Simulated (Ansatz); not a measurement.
Run on MgO (rocksalt type): DFT, LDA, PAW with Ansatz's default frozen-core files, scalar-relativistic (Ansatz 0.2.0). This run: bulk in the slab's orientation.

The cell comes from a relaxation on PAW files under the same functional, begun from a prototype that needn't be the stable phase.

Command: `ansatz run input.yaml --threads 2 --pin off --max-ram 4096MiB --backend cpu --events-out ev --progress --plain --runs-dir out` It took 2.8 s on 2 threads of Arm Neoverse N1, on a shared host, peak memory 0.3 GiB.

```yaml
crystal:
  lattice:
    - [2.0796191498, 2.0796191498, 0.0]
    - [-2.0796191498, 2.0796191498, 0.0]
    - [0.0, 0.0, 4.1592382996]
  atoms:
    - { symbol: Mg, position: [0.0, 0.0, 0.0] }
    - { symbol: Mg, position: [0.5, 0.5, 0.5] }
    - { symbol: O, position: [0.5, 0.5, 0.0] }
    - { symbol: O, position: [0.0, 0.0, 0.5] }
kpoints:
  mp_grid: { grid: [10, 10, 7] }
scf:
  occupations: { method: fermi_dirac, width: 0.02 }
hamiltonian:
  xc: lda
  pseudopotentials: { kind: paw }
output:
  forces: true
  stress: true
  eigenvalues: true
```

Output:

```
Engine: ansatz 0.2.0
Pseudopotentials: kind: paw
Pseudopotential: Mg, paw, valence charge 10, recommended cutoff 420 eV (normal), Mg.paw.azcp
Pseudopotential: O, paw, valence charge 6, recommended cutoff 420 eV (normal), O.paw.azcp
Functional definition: SPW92
  exchange = slater_x
  correlation = pw_c
Crystal: 4 atoms, lattice volume = 35.976 Å³
Basis set: ecut = 420 eV, 681 PW (Γ)
Bands: 20, of which v1, the nominal top of the filled ones, is band 16 counted from 1 (15 counted from 0)
Symmetry: 32 space group operations
Space group: Fm-3m (ITA 225), of the structure as read, at distance tolerance 3.3e-5 Å
k-points: 84 of 700
Non-local potential: Mg, projectors of the file, l = 0: 3, l = 1: 2, l = 2: 1
Non-local potential: O, projectors of the file, l = 0: 2, l = 1: 2, l = 2: 1
PAW form: soft (Blöchl's): semilocal exchange-correlation on the pseudo side does not see the compensation charge
PAW frozen core: Mg, regenerated for the run's functional, and the local potential with it (the file was generated under x = pbe(κ = 0.804, μ = 0.2195149727645171), c = pbe(β = 0.06672455060314922))
PAW frozen core: O, regenerated for the run's functional, and the local potential with it (the file was generated under x = pbe(κ = 0.804, μ = 0.2195149727645171), c = pbe(β = 0.06672455060314922))
PAW one-centre angular grid: Mg, 110 points (default); XC on 64 Gauss nodes
PAW one-centre angular grid: O, 110 points (default); XC on 64 Gauss nodes
Initial density: superposition of atomic densities (neutral atoms: chi_scale 0, normalization atom), corrected by the library's trained network
Initial wavefunctions: pseudopotential atomic-orbital guess
Functional: x = slater, c = lda
SCF iter   1: F=—  HF=-4920.166156 eV  |F-HF|=—  |Δ(HF+E_count)|=         —  Δρ=1.79e-2  dr2=9.19e-2  ethr=1.77e-3  ⟨swp⟩=5.8  Hψ=7580  notcnv=0
preconditioner: auto → none  [insulator: Δε(μ)=4.881 eV  Ē_g=15.929 eV  σ=0.020 eV  W_gap=1.00  n_scr=14 (ndim 8)  ℏωp=24.8 eV  f_vac=0.000  D(μ)=0.00/eV (n_scr^D=0)  ε∞_Penn≈3.4]
SCF iter   2: F=—  HF=-4920.133494 eV  |F-HF|=—  |Δ(HF+E_count)|=   3.27e-2  Δρ=4.25e-3  dr2=4.89e-3  ethr=2.87e-4  ⟨swp⟩=2.4  Hψ=3096  notcnv=0
SCF iter   3: F=—  HF=-4920.131287 eV  |F-HF|=—  |Δ(HF+E_count)|=   2.21e-3  Δρ=1.01e-3  dr2=2.01e-4  ethr=1.53e-5  ⟨swp⟩=3.0  Hψ=3312  notcnv=0
SCF iter   4: F=—  HF=-4920.131199 eV  |F-HF|=—  |Δ(HF+E_count)|=   8.71e-5  Δρ=7.32e-5  dr2=7.09e-7  ethr=6.28e-7  ⟨swp⟩=2.0  Hψ=2090  notcnv=0
SCF iter   5: F=—  HF=-4920.131197 eV  |F-HF|=—  |Δ(HF+E_count)|=   2.17e-6  Δρ=1.04e-5  dr2=1.27e-8  ethr=2.22e-9  ⟨swp⟩=2.2  Hψ=2984  notcnv=0
SCF iter   6: F=-4920.131197 eV  HF=-4920.131197 eV  |F-HF|=8.37e-11  |Δ(HF+E_count)|=   9.52e-9  Δρ=6.09e-7  dr2=1.15e-10  ethr=3.98e-11  ⟨swp⟩=2.0  Hψ=5309  notcnv=0
SCF 1 converged in 6 iterations: F = -4920.131197 eV  dr2 = 1.15e-10
  greatest PAW one-centre occupation: 1.000 electrons in one spin orbital (limit 2), on the Mg atom at site 1 (counted from 0), in its partial waves of l = 1
SCF converged after 6 iterations
Free energy (F): -4920.131197 eV
Harris-Foulkes:  -4920.131197 eV  (|F-HF|=8.37e-11)
Internal energy: -4920.131197 eV  (E = F + TS)
E sigma→0 (E₀):  -4920.131197 eV
Fermi energy:    10.771082 eV
--- Per-component energies (eV) ---
  E_band       = -575.328903
  E_kinetic    = 511.528702
  E_local      = -3154.663959  (includes V_loc(G=0)·N_el)
  E_nonlocal   = 291.229781
  E_hartree    = 1086.787920
  E_xc         = -208.055724
  E_vxc        = -268.548983  (∫ρ·V_xc dr)
  E_paw        = -835.973863  (= ΣΔE_a)
  E_vpaw       = -128.455701  (= ΣTr[D̂ρ^β])
  E_aug_tail   = 0.005292  (compensation charges beyond the density's cutoff)
  E_ewald      = -2611.484149
  E_core_change = 0.494802  (= ΣΔE_core)
  E_smearing   = -0.000000  (= −TS)
  E_closure    = 0.000000  (closes the sum)
  Σ components = -4920.131197   (vs F -4920.131197, Δ=0.00e0)
--- Forces (eV/Å), atoms counted from 1 ---
  atom   1  Mg    -0.00000000    -0.00000000     0.00000000
  atom   2  Mg     0.00000000    -0.00000000     0.00000000
  atom   3  O      0.00000000    -0.00000000     0.00000000
  atom   4  O     -0.00000000    -0.00000000     0.00000000
  max |Σ_I F_I| component: 1.60e-29 eV/Å
--- Stress (GPa, compression-positive) ---
       -0.018512       0.000000       0.000000
        0.000000      -0.018512       0.000000
        0.000000       0.000000      -0.019102
  P = ⅓ Tr σ = -0.0187 GPa (-0.187 kbar)
--- Band table (eV; the first three rows and the last of 84) ---
  k-point 0: bands = ["-63.1144", "-63.0993", "-30.5976", "-30.5437", "-30.5437", "-30.5089", "-30.5089", "-30.5089", "-8.9623", "-7.2329", "3.9698", "6.8258", "6.8258", "8.2401", "8.2401", "8.2401", "13.2742", "17.1993", "18.3591", "21.5329"]
  k-point 1: bands = ["-63.1136", "-63.1001", "-30.5938", "-30.5419", "-30.5419", "-30.5139", "-30.5106", "-30.5106", "-8.8793", "-7.3204", "4.0944", "6.8837", "6.8837", "7.8357", "8.1551", "8.1551", "13.7231", "17.3710", "18.3380", "21.5505"]
  k-point 2: bands = ["-63.1115", "-63.1021", "-30.5827", "-30.5371", "-30.5371", "-30.5274", "-30.5154", "-30.5154", "-8.6452", "-7.5651", "4.4742", "6.9387", "7.0519", "7.0519", "7.9266", "7.9266", "14.7589", "17.8849", "18.0054", "21.3803"]
  k-point 83: bands = ["-63.0993", "-63.0993", "-30.5766", "-30.5766", "-30.5646", "-30.5646", "-30.5460", "-30.5460", "-7.1595", "-7.1595", "4.8446", "4.8446", "5.4480", "5.4480", "6.3874", "6.3874", "19.4576", "19.4576", "20.3874", "20.3874"]
```

Next run, as changes to the input before:

```diff
   lattice:
-    - [2.0796191498, 2.0796191498, 0.0]
-    - [-2.0796191498, 2.0796191498, 0.0]
-    - [0.0, 0.0, 4.1592382996]
+    - [2.9410256062, 0.0, 0.0]
+    - [0.0, 2.9410256062, 0.0]
+    - [0.0, 0.0, 20.1592]
   atoms:
-    - { symbol: Mg, position: [0.0, 0.0, 0.0] }
-    - { symbol: Mg, position: [0.5, 0.5, 0.5] }
-    - { symbol: O, position: [0.5, 0.5, 0.0] }
-    - { symbol: O, position: [0.0, 0.0, 0.5] }
+    - { symbol: Mg, position: [0.25, 0.25, 0.3968401946] }
+    - { symbol: O, position: [0.75, 0.75, 0.3968401946] }
+    - { symbol: Mg, position: [0.75, 0.75, 0.5] }
+    - { symbol: O, position: [0.25, 0.25, 0.5] }
+    - { symbol: Mg, position: [0.25, 0.25, 0.6031598054] }
+    - { symbol: O, position: [0.75, 0.75, 0.6031598054] }
 kpoints:
-  mp_grid: { grid: [10, 10, 7] }
+  mp_grid: { grid: [10, 10, 1] }
 scf:
   eigenvalues: true
+  populations: true
+efield:
+  axis: 3
+  amplitude: 0
+  dipole_correction: true
```

Results part of the output:

```
SCF 1 converged in 8 iterations: F = -7378.927838 eV  dr2 = 3.16e-9
  greatest PAW one-centre occupation: 1.000 electrons in one spin orbital (limit 2), on the Mg atom at site 2 (counted from 0), in its partial waves of l = 1
SCF converged after 8 iterations
Free energy (F): -7378.927838 eV
Harris-Foulkes:  -7378.927838 eV  (|F-HF|=1.13e-9)
Internal energy: -7378.927838 eV  (E = F + TS)
E sigma→0 (E₀):  -7378.927838 eV
Fermi energy:    0.657932 eV
Dipole field:    D = -0.000000 V/Å  (p = -0.000000 e·Å, saw-weighted, corrected)
Work function:   Φ+ = 3.5195 eV   Φ− = 3.5193 eV
Levels:          The Fermi level and band energies are counted from a zero that moves with the ramp; work functions are not
--- Per-component energies (eV) ---
  E_band       = -1307.111540
  E_kinetic    = 761.323860
  E_local      = -44806.971235  (includes V_loc(G=0)·N_el)
  E_nonlocal   = 436.796002
  E_hartree    = 21447.281866
  E_xc         = -309.393993
  E_vxc        = -399.291853  (∫ρ·V_xc dr)
  E_paw        = -1254.081646  (= ΣΔE_a)
  E_vpaw       = -193.536163  (= ΣTr[D̂ρ^β])
  E_aug_tail   = 0.007803  (compensation charges beyond the density's cutoff)
  E_efield     = 0.000000  (sawtooth field / dipole correction)
  E_vefield    = 0.000000  (∫n·V_field dr)
  E_ewald      = 16345.367304
  E_core_change = 0.742203  (= ΣΔE_core)
  E_smearing   = -0.000000  (= −TS)
  E_closure    = 0.000000  (closes the sum)
  Σ components = -7378.927838   (vs F -7378.927838, Δ=0.00e0)
--- Forces (eV/Å), atoms counted from 1 ---
  atom   1  Mg     0.00000000     0.00000000     0.39007216
  atom   2  O     -0.00000000     0.00000000    -0.40154848
  atom   3  Mg    -0.00000000     0.00000000    -0.00000144
  atom   4  O      0.00000000     0.00000000     0.00000414
  atom   5  Mg    -0.00000000     0.00000000    -0.39007568
  atom   6  O      0.00000000     0.00000000     0.40154989
  max |Σ_I F_I| component: 5.78e-7 eV/Å
--- Stress (GPa, compression-positive) ---
       -3.495378       0.000000       0.000000
        0.000000      -3.495378       0.000000
        0.000000       0.000000       0.042013
  P = ⅓ Tr σ = -2.3162 GPa (-23.162 kbar)
--- Band table (eV; the first three rows and the last of 21) ---
  k-point 0: bands = ["-72.8456", "-72.8456", "-72.2156", "-40.3511", "-40.3510", "-40.2249", "-40.2249", "-40.2246", "-40.2246", "-39.6582", "-39.6371", "-39.6371", "-17.7805", "-16.9887", "-16.4770", "-4.5421", "-3.1638", "-2.0914", "-2.0914", "-1.8420", "-1.5106", "-1.5106", "-1.0543", "-1.0543", "2.3450", "2.8245", "4.1840", "4.9609", "5.3483", "6.9362"]
  k-point 1: bands = ["-72.8453", "-72.8452", "-72.2153", "-40.3507", "-40.3505", "-40.2300", "-40.2299", "-40.2243", "-40.2240", "-39.6576", "-39.6424", "-39.6365", "-17.7057", "-16.9334", "-16.4497", "-4.4889", "-3.2972", "-2.2650", "-2.2448", "-2.0647", "-1.5041", "-1.4562", "-1.3800", "-1.0746", "2.6273", "2.9603", "4.3802", "5.1365", "5.5819", "7.0586"]
  k-point 2: bands = ["-72.8443", "-72.8443", "-72.2143", "-40.3499", "-40.3490", "-40.2437", "-40.2434", "-40.2225", "-40.2223", "-39.6563", "-39.6563", "-39.6348", "-17.4957", "-16.7839", "-16.3857", "-4.4178", "-3.8070", "-2.9205", "-2.7031", "-1.9875", "-1.9809", "-1.4873", "-1.3462", "-1.1349", "3.2496", "3.3512", "4.9370", "5.6384", "6.2132", "7.3191"]
  k-point 20: bands = ["-72.8383", "-72.8383", "-72.2082", "-40.3420", "-40.3409", "-40.2678", "-40.2678", "-40.2671", "-40.2671", "-39.6812", "-39.6812", "-39.6497", "-16.3736", "-16.0768", "-16.0346", "-4.8092", "-4.8092", "-3.8127", "-3.8127", "-2.7647", "-2.7647", "-2.6122", "-1.9129", "-1.6585", "7.2867", "7.5857", "8.6139", "8.6139", "9.6715", "9.6715"]
--- Löwdin populations: 6 sites ---
  site symbol       q [e]
     0     Mg      8.4530
     1      O      7.3743
     2     Mg      8.4869
     3      O      7.3850
     4     Mg      8.4530
     5      O      7.3743
  spilling = 0.009864 (of n_electrons = 48.000000)
```

Next run (atoms relaxed), as changes to the input before:

```diff
   eigenvalues: true
-  populations: true
+relax:
+  f_tol: 0.01
+  max_steps: 40
 efield:
```

Results part of the output:

```
Warning: output.stress: scf.convergence.dr2_threshold = 1e-7 eV (the SCF's general default) is looser than the 6e-10 eV advised for a printed stress (1e-10 eV for each atom of the cell: 6). What an SCF threshold leaves in a stress goes as its square root, and in the free energy as the threshold itself, and one threshold admits the most on a small cell: of the crystals measured, under no hybrid fun
SCF converged after 2 iterations
Free energy (F): -7378.943281 eV
Harris-Foulkes:  -7378.943281 eV  (|F-HF|=9.83e-9)
Internal energy: -7378.943281 eV  (E = F + TS)
E sigma→0 (E₀):  -7378.943281 eV
Fermi energy:    0.572786 eV
Dipole field:    D = 0.000000 V/Å  (p = 0.000000 e·Å, saw-weighted, corrected)
Work function:   Φ+ = 3.6907 eV   Φ− = 3.6905 eV
Levels:          The Fermi level and band energies are counted from a zero that moves with the ramp; work functions are not
--- Per-component energies (eV) ---
  E_band       = -1316.011319
  E_kinetic    = 761.337522
  E_local      = -44845.882871  (includes V_loc(G=0)·N_el)
  E_nonlocal   = 436.778333
  E_hartree    = 21462.266142
  E_xc         = -309.426790
  E_vxc        = -399.334840  (∫ρ·V_xc dr)
  E_paw        = -1254.043298  (= ΣΔE_a)
  E_vpaw       = -193.464188  (= ΣTr[D̂ρ^β])
  E_aug_tail   = 0.007787  (compensation charges beyond the density's cutoff)
  E_efield     = 0.000000  (sawtooth field / dipole correction)
  E_vefield    = -0.000000  (∫n·V_field dr)
  E_ewald      = 16369.277690
  E_core_change = 0.742203  (= ΣΔE_core)
[... lines left out ...]
  atom   2  O     -0.00000000     0.00000000    -0.00027131
  atom   3  Mg    -0.00000000     0.00000000    -0.00000048
  atom   4  O      0.00000000     0.00000000     0.00000065
  atom   5  Mg     0.00000000     0.00000000     0.00209941
  atom   6  O      0.00000000    -0.00000000     0.00027132
  max |Σ_I F_I| component: 7.39e-9 eV/Å
--- Stress (GPa, compression-positive) ---
       -3.469839       0.000000       0.000000
        0.000000      -3.469839       0.000000
        0.000000       0.000000       0.010817
  P = ⅓ Tr σ = -2.3096 GPa (-23.096 kbar)
--- Band table (eV; the first three rows and the last of 21) ---
  k-point 0: bands = ["-72.9500", "-72.9499", "-72.5560", "-40.4566", "-40.4560", "-40.3303", "-40.3303", "-40.3298", "-40.3298", "-39.9928", "-39.9789", "-39.9789", "-18.0412", "-17.0908", "-16.6792", "-4.8098", "-3.2535", "-2.3494", "-2.3494", "-2.0014", "-1.6117", "-1.6117", "-1.2602", "-1.2602", "2.3792", "2.9036", "4.2498", "5.0314", "5.3081", "6.8521"]
  k-point 1: bands = ["-72.9496", "-72.9495", "-72.5557", "-40.4560", "-40.4558", "-40.3354", "-40.3352", "-40.3296", "-40.3292", "-39.9923", "-39.9842", "-39.9783", "-17.9683", "-17.0354", "-16.6499", "-4.7595", "-3.4325", "-2.4476", "-2.3657", "-2.3250", "-1.6709", "-1.6053", "-1.5453", "-1.2779", "2.6757", "3.0467", "4.4478", "5.2104", "5.5259", "6.9693"]
  k-point 2: bands = ["-72.9487", "-72.9486", "-72.5547", "-40.4552", "-40.4543", "-40.3493", "-40.3487", "-40.3279", "-40.3275", "-39.9978", "-39.9908", "-39.9767", "-17.7648", "-16.8857", "-16.5788", "-4.6872", "-4.0278", "-2.9985", "-2.8250", "-2.2554", "-2.1933", "-1.5885", "-1.5514", "-1.3298", "3.3279", "3.4495", "5.0112", "5.7167", "6.1080", "7.2237"]
  k-point 20: bands = ["-72.9426", "-72.9426", "-72.5485", "-40.4469", "-40.4456", "-40.3735", "-40.3735", "-40.3724", "-40.3724", "-40.0228", "-40.0228", "-39.9852", "-16.7373", "-16.1742", "-16.1351", "-5.0473", "-5.0473", "-3.9174", "-3.9174", "-2.9957", "-2.9957", "-2.9666", "-2.0026", "-1.7521", "7.2580", "7.5693", "8.3843", "8.3843", "9.7283", "9.7283"]
--- Relaxed structure (4 steps of the walk, 4 accepted, 0 SCFs on fresh bases) ---
  F+E_penalty+E_count = -7378.94328087 eV   max|allowed force component| = 2.100e-3 eV/Å
  atoms:
    - { symbol: Mg, position: [0.25, 0.25, 0.39773747050076025] }
    - { symbol: O, position: [0.75, 0.75, 0.39580084028483087] }
    - { symbol: Mg, position: [0.75, 0.75, 0.5000000008602667] }
    - { symbol: O, position: [0.25, 0.25, 0.4999999985901159] }
    - { symbol: Mg, position: [0.25, 0.25, 0.6022625295786376] }
    - { symbol: O, position: [0.75, 0.75, 0.6041991601853892] }
```

Next run (field of 0.3 V/Å along the normal), as changes to the input before:

```diff
   atoms:
-    - { symbol: Mg, position: [0.25, 0.25, 0.3968401946] }
-    - { symbol: O, position: [0.75, 0.75, 0.3968401946] }
-    - { symbol: Mg, position: [0.75, 0.75, 0.5] }
-    - { symbol: O, position: [0.25, 0.25, 0.5] }
-    - { symbol: Mg, position: [0.25, 0.25, 0.6031598054] }
-    - { symbol: O, position: [0.75, 0.75, 0.6031598054] }
+    - { symbol: Mg, position: [0.25, 0.25, 0.3977374705] }
+    - { symbol: O, position: [0.75, 0.75, 0.3958008403] }
+    - { symbol: Mg, position: [0.75, 0.75, 0.5000000009] }
+    - { symbol: O, position: [0.25, 0.25, 0.4999999986] }
+    - { symbol: Mg, position: [0.25, 0.25, 0.6022625296] }
+    - { symbol: O, position: [0.75, 0.75, 0.6041991602] }
 kpoints:
   eigenvalues: true
-relax:
-  f_tol: 0.01
-  max_steps: 40
 efield:
   axis: 3
-  amplitude: 0
+  amplitude: 0.3
   dipole_correction: true
```

Command: `ansatz run input.yaml --threads 2 --pin off --max-ram 4096MiB --backend cpu --events-out ev --progress --plain --runs-dir out` It took 13 s on 2 threads of Arm Neoverse N1, on a shared host, peak memory 0.35 GiB.

Results part of the output:

```
SCF 1 converged in 10 iterations: F = -7378.954659 eV  dr2 = 2.38e-8
  greatest PAW one-centre occupation: 1.000 electrons in one spin orbital (limit 2), on the Mg atom at site 2 (counted from 0), in its partial waves of l = 1
SCF converged after 10 iterations
Free energy (F): -7378.954659 eV
Harris-Foulkes:  -7378.954659 eV  (|F-HF|=1.40e-8)
Internal energy: -7378.954659 eV  (E = F + TS)
E sigma→0 (E₀):  -7378.954659 eV
Fermi energy:    0.455692 eV
Dipole field:    D = 0.078777 V/Å  (p = 0.075912 e·Å, saw-weighted, corrected)
Work function:   not extracted (applied field tilts the vacuum); planar V_es + V_field profile in the machine report
Levels:          The Fermi level and band energies are counted from a zero that moves with the ramp; work functions are not
--- Per-component energies (eV) ---
  E_band       = -1316.305172
  E_kinetic    = 761.332378
  E_local      = -44845.611504  (includes V_loc(G=0)·N_el)
  E_nonlocal   = 436.779233
  E_hartree    = 21462.003906
  E_xc         = -309.424214
  E_vxc        = -399.331425  (∫ρ·V_xc dr)
  E_paw        = -1254.042355  (= ΣΔE_a)
  E_vpaw       = -193.461725  (= ΣTr[D̂ρ^β])
  E_aug_tail   = 0.007787  (compensation charges beyond the density's cutoff)
  E_efield     = -0.019783  (sawtooth field / dipole correction)
  E_vefield    = -0.016793  (∫n·V_field dr)
  E_ewald      = 16369.277689
  E_core_change = 0.742203  (= ΣΔE_core)
  E_smearing   = -0.000000  (= −TS)
  E_closure    = -0.000000  (closes the sum)
  Σ components = -7378.954659   (vs F -7378.954659, Δ=0.00e0)
--- Forces (eV/Å), atoms counted from 1 ---
  atom   1  Mg     0.00000000    -0.00000000     0.15325117
  atom   2  O     -0.00000000    -0.00000000    -0.15802799
  atom   3  Mg     0.00000000     0.00000000     0.17850338
  atom   4  O     -0.00000000    -0.00000000    -0.17815372
  atom   5  Mg     0.00000000     0.00000000     0.16384253
  atom   6  O     -0.00000000     0.00000000    -0.15943487
  max |Σ_I F_I| component: 1.95e-5 eV/Å
--- Stress (GPa, compression-positive) ---
       -3.459177       0.000000       0.000000
        0.000000      -3.459177       0.000000
        0.000000       0.000000       0.019357
  P = ⅓ Tr σ = -2.2997 GPa (-22.997 kbar)
--- Band table (eV; the first three rows and the last of 21) ---
  k-point 0: bands = ["-73.1160", "-72.7949", "-72.5623", "-40.6205", "-40.4967", "-40.4967", "-40.3033", "-40.1746", "-40.1746", "-39.9988", "-39.9851", "-39.9851", "-18.0583", "-17.1381", "-16.6345", "-4.8246", "-3.2731", "-2.3692", "-2.3692", "-1.9885", "-1.6635", "-1.6635", "-1.2080", "-1.2080", "2.0901", "3.0490", "3.4905", "5.0504", "5.5905", "6.8712"]
  k-point 1: bands = ["-73.1157", "-72.7945", "-72.5619", "-40.6201", "-40.5019", "-40.4961", "-40.3029", "-40.1799", "-40.1739", "-39.9982", "-39.9903", "-39.9845", "-17.9853", "-17.0860", "-16.6019", "-4.7741", "-3.4520", "-2.4707", "-2.3775", "-2.3447", "-1.6923", "-1.6609", "-1.4954", "-1.2219", "2.3217", "3.2759", "3.6617", "5.2625", "5.7825", "6.9925"]
  k-point 2: bands = ["-73.1147", "-72.7936", "-72.5610", "-40.6189", "-40.5156", "-40.4944", "-40.3018", "-40.1938", "-40.1722", "-40.0040", "-39.9966", "-39.9829", "-17.7816", "-16.9485", "-16.5187", "-4.7010", "-4.0461", "-3.0499", "-2.8019", "-2.2749", "-2.1855", "-1.6578", "-1.5384", "-1.2603", "2.8532", "3.8327", "4.1728", "5.8372", "6.2990", "7.2624"]
  k-point 20: bands = ["-73.1087", "-72.7875", "-72.5549", "-40.6107", "-40.5396", "-40.5396", "-40.2927", "-40.2177", "-40.2177", "-40.0288", "-40.0288", "-39.9915", "-16.7441", "-16.3453", "-15.9768", "-5.0648", "-5.0648", "-3.9338", "-3.9338", "-2.9809", "-2.9809", "-2.9734", "-2.1080", "-1.6593", "7.0806", "7.7302", "8.3484", "8.3484", "9.6681", "9.6681"]
```

The PAW files were made under PBE.
